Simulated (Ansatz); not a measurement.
# MoSb in the NiAs-type structure

Method: PBE, scalar-relativistic; no spin polarisation; PAW, 420 eV, 10×10×6 k-mesh, Gaussian smearing of 0.05 eV; code Ansatz; PAW files: Ansatz's generated set soft_2.

```yaml
crystal:
  lattice:
    - [4.35830, 0.00000, 0.00000]
    - [-2.17915, 3.77439, 0.00000]
    - [0.00000, 0.00000, 5.25274]
  atoms:
    - { symbol: Mo, position: [0.00000, 0.00000, 0.00000] }
    - { symbol: Mo, position: [0.00000, 0.00000, 0.50000] }
    - { symbol: Sb, position: [0.33333, 0.66667, 0.25000] }
    - { symbol: Sb, position: [0.66667, 0.33333, 0.75000] }
```

The structure was built from a prototype; whether the compound forms in it isn't claimed.

The cell above was scaled in volume, and shape and atoms were relaxed at each volume within its symmetry. Energies are counted from the cell above.

The cell is relaxed to zero pressure at this level.

| V (Å³/atom) | ΔE (meV/atom) | P (GPa) |
| --- | --- | --- |
| 20.41 | 29.3 | 8.3 |
| 20.74 | ? | ? |
| 21.17 | 3.6 | 2.7 |
| 21.60 | 0.0 | 0.0 |
| 22.03 | 3.3 | -2.4 |
| 22.47 | 12.9 | -4.6 |
| 23.11 | 37.3 | -7.4 |
| 23.76 | 72.1 | -9.8 |

Task: Fill in the withheld row.

Result: ΔE (meV/atom): 15.1, P (GPa): 5.8.

Task: What do the points give for the equilibrium volume, the bulk modulus and its pressure derivative (third-order Birch–Murnaghan)?

Result: V0 = 21.60 Å³/atom, B0 = 129 GPa, B0′ = 4.8.

B0·V0 = 128.7 GPa × 21.60 Å³ = 17.35 eV/atom sets the scale: near the minimum ΔE ≈ ½ B0 V0 x², with x = V/V0 − 1, and a pressure of 1.3 GPa squeezes the volume by about 1 %. At the ends of the curve: x = −5.5 % predicts 26.3 meV/atom and the run gives 29.3; x = +10.0 % predicts 86.7 meV/atom and the run gives 72.1. Compression costs more and expansion less than the parabola says, since the crystal stiffens as it shrinks; B0′ measures that.

Spin–orbit coupling, which matters for such heavy elements, is left out. The run is a metal.
